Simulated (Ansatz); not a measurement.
Given:

Ca$_{2}$Si (fluorite or antifluorite type, Fm-3m), a = b = c = 7.1600 Å, α = β = γ = 90.00°; the cell used has 3 atoms.

This is the r²SCAN-relaxed structure.

Q: All from DFT-r²SCAN in the program Ansatz with PAW potentials, unless another level is named. Estimate the band gap.

A: 0.78 eV (smallest direct gap 0.79 eV).

Q: And the formation energy from the elements (no fitted shifts)?

A: -53 kJ/mol-atom.

Q: And the electron effective mass?

A: 0.41, 0.41, 0.49 mₑ (principal values).

Q: And the conduction-band minimum?

A: at X (3 equivalent valleys).

Q: What about the valence-band maximum?

A: on the X–U line, 96 % of the way from X.

The workflow started from a Materials Project entry (that database holds measured and hypothetical structures alike); the Crystallography Open Database copy checked does not list it. Whether it is the stable phase at ambient conditions was not checked. Symmetry was held in the r²SCAN relaxation; whether a distortion lowers the energy is not shown. The references are the lowest solids computed at this level, not always the standard phases.

Potentials: the later of the program's two PAW sets.
